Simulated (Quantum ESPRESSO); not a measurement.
Mg$_{2}$AlO$_{3}$F (made-up cell, one site empty) (calculated)

Computed with Quantum ESPRESSO 7.5. Calculation on a made-up crystal cell, not a measurement: periodic Kohn-Sham density functional theory in plane waves with PseudoDojo standard norm-conserving scalar-relativistic pseudopotentials, each functional with its own files (v0.5 for PBE, v0.4.1 for LDA and PBEsol), no spin polarisation, no spin-orbit coupling, atoms not relaxed, stress positive in tension, energies less a fixed whole-eV offset for each atom's element; levels are Kohn-Sham levels at fractions of this cell's reciprocal vectors, counted from the reference band (half the neutral cell's valence electrons, rounded up) at Gamma; error bars cover cutoff and k-mesh only, not smearing or the files; each bar is the largest change over components, and at least 0.002 eV, 0.002 eV per angstrom or 0.02 GPa; added strain carries the atoms with the cell, and shear is the tensor component; energies are for the whole cell, and the offsets were chosen from early runs and are not element reference energies.

Common to all runs: lattice type zincblende/diamond; empty site 1; functional pbe; cutoff 1143 eV; fermi dirac smearing 0.025 eV; scf tolerance 1e-07 eV; electrons removed 0; added strain kind biaxial xx and yy; k mesh 4 x 4 x 4, shifted by half a step.

(1) Mg$_{2}$AlO$_{3}$F (made-up cell, one site empty)

Unstrained structure:
```
CELL_PARAMETERS angstrom
4.52240 0.00000 0.00000
0.00000 4.52240 0.00000
0.00000 0.00000 4.52240
ATOMIC_POSITIONS crystal
Mg 0.99965 0.50223 0.50122
Mg 0.50248 0.00334 0.49140
Al 0.50475 0.50035 0.99116
O 0.24467 0.24821 0.25091
O 0.24569 0.75077 0.75376
O 0.74328 0.24856 0.74991
F 0.73488 0.75641 0.25117
```

- added strain: -0.0233
- structure shown: before the added strain of -0.0233
- free energy less offsets: 5.884 eV
- scf iterations: 11
- smearing term minus ts: 0 eV
- pressure: -2.773 GPa
- stress xx: 2.434 GPa
- stress yy: 2.294 GPa
- stress zz: 3.59 GPa
- stress yz: -4.458 GPa
- stress xz: -2.761 GPa
- stress xy: 1.179 GPa
- reference band: 24
- error bar energy: 0.002 eV
- error bar stress: 0.03097 GPa
- error bar force: 0.003531 eV/Å
- error bar next band up: 0.002 eV
- error bars from: tighter rerun of a related cell

Atoms:
```csv
atoms element,atom site,atom energy offset (eV)
Mg,2,-1617
Mg,3,-1617
Al,4,-64
O,5,-452
O,6,-452
O,7,-452
F,8,-677
```

Forces:
```csv
site,x (eV/Å),y (eV/Å),z (eV/Å)
2,0.7022,-0.6999,0.687
3,-1.418,0.798,1.461
4,-2.284,-1.613,-1.464
5,2.013,2.208,-1.49
6,2.274,-1.395,0.9742
7,-1.206,2.171,1.143
8,-0.08045,-1.47,-1.311
```

Levels:
```csv
level k point,next band up (eV)
Gamma,2.451
"(1/2,1/2,1/2)",5.57
"(0.15,0,0)",2.869
"(0,0.15,0)",2.855
"(0,0,0.15)",2.849
```

(2) Mg$_{2}$AlO$_{3}$F (made-up cell, one site empty)

Structure as in entry 1.

- added strain: -0.0177
- structure shown: before the added strain of -0.0177
- free energy less offsets: 5.902 eV
- scf iterations: 11
- smearing term minus ts: 0 eV
- pressure: -3.904 GPa
- stress xx: 3.63 GPa
- stress yy: 3.512 GPa
- stress zz: 4.57 GPa
- stress yz: -4.317 GPa
- stress xz: -2.733 GPa
- stress xy: 1.102 GPa
- reference band: 24
- error bar energy: 0.002 eV
- error bar stress: 0.03097 GPa
- error bar force: 0.003531 eV/Å
- error bar next band up: 0.002 eV
- error bars from: tighter rerun of a related cell

Atoms:
```csv
atoms element,atom site,atom energy offset (eV)
Mg,2,-1617
Mg,3,-1617
Al,4,-64
O,5,-452
O,6,-452
O,7,-452
F,8,-677
```

Forces:
```csv
site,x (eV/Å),y (eV/Å),z (eV/Å)
2,0.7207,-0.7131,0.6829
3,-1.413,0.8064,1.424
4,-2.284,-1.619,-1.462
5,2.041,2.223,-1.426
6,2.302,-1.435,0.9346
7,-1.243,2.21,1.104
8,-0.1221,-1.473,-1.256
```

Levels:
```csv
level k point,next band up (eV)
Gamma,2.396
"(1/2,1/2,1/2)",5.477
"(0.15,0,0)",2.81
"(0,0.15,0)",2.796
"(0,0,0.15)",2.794
```

(3) Mg$_{2}$AlO$_{3}$F (made-up cell, one site empty)

Structure as in entry 1.

* added strain: -0.0118
* structure shown: before the added strain of -0.0118
* free energy less offsets: 5.93 eV
* scf iterations: 11
* smearing term minus ts: 0 eV
* pressure: -5.027 GPa
* stress xx: 4.823 GPa
* stress yy: 4.727 GPa
* stress zz: 5.533 GPa
* stress yz: -4.172 GPa
* stress xz: -2.704 GPa
* stress xy: 1.025 GPa
* reference band: 24
* error bar energy: 0.002 eV
* error bar stress: 0.03097 GPa
* error bar force: 0.003531 eV/Å
* error bar next band up: 0.002 eV
* error bars from: tighter rerun of a related cell

Atoms:
```csv
atoms element,atom site,atom energy offset (eV)
Mg,2,-1617
Mg,3,-1617
Al,4,-64
O,5,-452
O,6,-452
O,7,-452
F,8,-677
```

Forces:
```csv
site,x (eV/Å),y (eV/Å),z (eV/Å)
2,0.7409,-0.7272,0.6792
3,-1.408,0.8165,1.385
4,-2.284,-1.627,-1.46
5,2.069,2.237,-1.362
6,2.328,-1.475,0.8942
7,-1.281,2.251,1.064
8,-0.1648,-1.475,-1.201
```

Levels:
```csv
level k point,next band up (eV)
Gamma,2.337
"(1/2,1/2,1/2)",5.379
"(0.15,0,0)",2.746
"(0,0.15,0)",2.733
"(0,0,0.15)",2.735
```

(4) Mg$_{2}$AlO$_{3}$F (made-up cell, one site empty)

Structure as in entry 1.

* added strain: -0.0007
* structure shown: before the added strain of -0.0007
* free energy less offsets: 6.004 eV
* scf iterations: 11
* smearing term minus ts: 0 eV
* pressure: -6.984 GPa
* stress xx: 6.911 GPa
* stress yy: 6.857 GPa
* stress zz: 7.185 GPa
* stress yz: -3.91 GPa
* stress xz: -2.651 GPa
* stress xy: 0.8904 GPa
* reference band: 24
* error bar energy: 0.002 eV
* error bar stress: 0.03097 GPa
* error bar force: 0.003531 eV/Å
* error bar next band up: 0.002 eV
* error bars from: tighter rerun of a related cell

Atoms:
```csv
atoms element,atom site,atom energy offset (eV)
Mg,2,-1617
Mg,3,-1617
Al,4,-64
O,5,-452
O,6,-452
O,7,-452
F,8,-677
```

Forces:
```csv
site,x (eV/Å),y (eV/Å),z (eV/Å)
2,0.7766,-0.7519,0.6708
3,-1.397,0.8327,1.317
4,-2.281,-1.64,-1.453
5,2.115,2.262,-1.247
6,2.375,-1.546,0.8214
7,-1.348,2.321,0.9931
8,-0.2413,-1.478,-1.102
```

Levels:
```csv
level k point,next band up (eV)
Gamma,2.225
"(1/2,1/2,1/2)",5.193
"(0.15,0,0)",2.627
"(0,0.15,0)",2.614
"(0,0,0.15)",2.624
```

(5) Mg$_{2}$AlO$_{3}$F (made-up cell, one site empty)

Structure as in entry 1.

* added strain: 0.004
* structure shown: before the added strain of 0.004
* free energy less offsets: 6.044 eV
* scf iterations: 11
* smearing term minus ts: 0 eV
* pressure: -7.753 GPa
* stress xx: 7.737 GPa
* stress yy: 7.7 GPa
* stress zz: 7.823 GPa
* stress yz: -3.805 GPa
* stress xz: -2.628 GPa
* stress xy: 0.8369 GPa
* reference band: 24
* error bar energy: 0.002 eV
* error bar stress: 0.03097 GPa
* error bar force: 0.003531 eV/Å
* error bar next band up: 0.002 eV
* error bars from: tighter rerun of a related cell

Atoms:
```csv
atoms element,atom site,atom energy offset (eV)
Mg,2,-1617
Mg,3,-1617
Al,4,-64
O,5,-452
O,6,-452
O,7,-452
F,8,-677
```

Forces:
```csv
site,x (eV/Å),y (eV/Å),z (eV/Å)
2,0.7896,-0.7602,0.668
3,-1.391,0.8402,1.288
4,-2.279,-1.646,-1.45
5,2.135,2.272,-1.2
6,2.394,-1.575,0.7918
7,-1.374,2.349,0.9641
8,-0.2729,-1.48,-1.062
```

Levels:
```csv
level k point,next band up (eV)
Gamma,2.178
"(1/2,1/2,1/2)",5.114
"(0.15,0,0)",2.576
"(0,0.15,0)",2.564
"(0,0,0.15)",2.577
```

(6) Mg$_{2}$AlO$_{3}$F (made-up cell, one site empty)

Structure as in entry 1.

* added strain: 0.0083
* structure shown: before the added strain of 0.0083
* free energy less offsets: 6.084 eV
* scf iterations: 11
* smearing term minus ts: 0 eV
* pressure: -8.425 GPa
* stress xx: 8.461 GPa
* stress yy: 8.44 GPa
* stress zz: 8.375 GPa
* stress yz: -3.71 GPa
* stress xz: -2.606 GPa
* stress xy: 0.7897 GPa
* reference band: 24
* error bar energy: 0.002 eV
* error bar stress: 0.03097 GPa
* error bar force: 0.003531 eV/Å
* error bar next band up: 0.002 eV
* error bars from: tighter rerun of a related cell

Atoms:
```csv
atoms element,atom site,atom energy offset (eV)
Mg,2,-1617
Mg,3,-1617
Al,4,-64
O,5,-452
O,6,-452
O,7,-452
F,8,-677
```

Forces:
```csv
site,x (eV/Å),y (eV/Å),z (eV/Å)
2,0.8031,-0.7697,0.6647
3,-1.387,0.8474,1.264
4,-2.277,-1.651,-1.447
5,2.15,2.28,-1.158
6,2.409,-1.601,0.7654
7,-1.399,2.374,0.9381
8,-0.3003,-1.48,-1.027
```

Levels:
```csv
level k point,next band up (eV)
Gamma,2.135
"(1/2,1/2,1/2)",5.042
"(0.15,0,0)",2.531
"(0,0.15,0)",2.519
"(0,0,0.15)",2.534
```
